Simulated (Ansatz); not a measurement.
## Band table of Pd (fcc type)

```xyz
1
Lattice="0.0000 1.4718 1.4718 1.4718 0.0000 1.4718 1.4718 1.4718 0.0000" Properties=species:S:1:pos:R:3 pbc="T T T"
Pd    0.0000    0.0000    0.0000
```

The base cell comes from a relaxation on PAW files under the same functional, and the cell shown is scaled from it.

All numbers are LDA results (scalar-relativistic) from Ansatz 0.2.0, with a Γ-centred 17×17×17 k mesh, Fermi–Dirac smearing of 0.1 eV, no spin polarisation. Methods: LAPW: all electrons, basis error target 1 meV/atom.

This run: volume at 0.45 of the series' base cell.

The structure type is held throughout; the real material can change phase at far lower pressure.

Path points, in fractions of the reciprocal vectors: Γ (0.000, 0.000, 0.000), X (0.500, 0.000, 0.500), U (0.625, 0.250, 0.625), K (0.375, 0.375, 0.750), L (0.500, 0.500, 0.500), W (0.500, 0.250, 0.750). The distance column jumps between branches of the path. Levels in eV from the Fermi level; bands 14 to 19, counted from the lowest band of the run. The gap is zero, the pressure 1336 GPa.

```
# k(1/Å) point b14 b15 b16 b17 b18 b19
0.000 Γ -14.39 -10.57 -10.57 -10.57 -4.62 -4.62
0.267 - -13.93 -11.02 -10.25 -10.25 -5.16 -4.48
0.534 - -12.80 -12.16 -9.34 -9.34 -6.39 -4.06
0.800 - -13.62 -12.29 -7.88 -7.88 -6.73 -3.41
1.067 - -15.06 -13.66 -5.98 -5.98 -4.64 -2.58
1.334 - -16.31 -15.58 -3.76 -3.76 -1.68 -1.39
1.601 - -17.25 -17.22 -1.44 -1.44 -0.84 2.05
1.868 - -18.27 -17.84 -0.23 0.52 0.52 4.85
2.134 X -18.64 -18.03 -0.01 1.35 1.35 6.00
2.229 - -18.59 -17.97 -0.10 1.00 1.32 6.39
2.323 - -18.46 -17.78 -0.39 0.15 1.20 7.33
2.417 - -18.28 -17.42 -0.89 -0.82 1.02 8.53
2.512 - -18.08 -16.91 -1.98 -1.38 0.77 9.84
2.606 - -17.84 -16.25 -3.08 -2.01 0.45 11.22
2.700 - -17.57 -15.48 -4.15 -2.68 0.07 12.63
2.795 - -17.25 -14.63 -5.18 -3.37 -0.36 13.35
2.889 U -16.90 -13.74 -6.16 -4.04 -0.83 12.60
4.196 K -16.90 -13.74 -6.16 -4.04 -0.83 12.60
4.479 - -15.64 -11.15 -8.75 -5.86 -2.45 10.66
4.762 - -14.13 -10.71 -9.45 -7.14 -4.21 8.74
5.045 - -12.57 -11.97 -9.00 -7.77 -5.94 5.47
5.328 - -12.49 -11.49 -9.15 -7.70 -7.50 1.29
5.611 - -12.33 -11.71 -8.97 -8.80 -7.04 -2.41
5.894 - -12.76 -11.68 -9.77 -9.34 -6.01 -4.33
6.177 - -13.89 -10.91 -10.36 -10.22 -5.03 -4.64
6.460 Γ -14.39 -10.57 -10.57 -10.57 -4.62 -4.62
6.691 - -14.05 -10.76 -10.40 -10.40 -4.77 -4.77
6.922 - -13.40 -10.89 -10.00 -10.00 -5.07 -5.07
7.153 - -13.60 -9.72 -9.64 -9.64 -5.13 -5.13
7.384 - -14.41 -9.69 -9.69 -7.45 -4.48 -4.48
7.616 - -15.23 -10.08 -10.08 -4.78 -3.20 -3.20
7.847 - -15.88 -10.53 -10.53 -2.18 -1.70 -1.70
8.078 - -16.29 -10.85 -10.85 -0.48 -0.48 -0.21
8.309 L -16.43 -10.97 -10.97 0.01 0.01 0.53
8.497 - -16.20 -11.22 -10.76 -1.93 -0.06 2.57
8.686 - -15.59 -11.88 -10.13 -4.00 -0.25 4.94
8.875 - -14.74 -12.73 -9.07 -5.93 -0.53 7.37
9.063 - -13.81 -13.57 -7.71 -7.67 -0.78 9.78
9.252 - -14.26 -12.91 -9.15 -6.43 -0.73 12.08
9.441 - -14.74 -12.11 -10.29 -5.77 -0.06 14.18
9.629 - -15.01 -11.51 -11.03 -5.71 0.92 15.87
9.818 W -15.09 -11.28 -11.28 -5.77 1.37 16.62
9.951 - -15.29 -12.74 -9.71 -5.50 1.37 15.74
10.085 - -15.81 -14.06 -8.04 -4.76 1.37 14.57
10.218 - -16.48 -15.22 -6.30 -3.76 1.37 13.16
10.352 - -17.17 -16.20 -4.50 -2.66 1.36 11.59
10.485 - -17.78 -16.99 -2.69 -1.62 1.36 9.91
10.618 - -18.24 -17.56 -0.92 -0.76 1.36 8.22
10.752 - -18.54 -17.92 -0.20 0.62 1.36 6.72
10.885 X -18.64 -18.03 -0.01 1.35 1.35 6.00
```
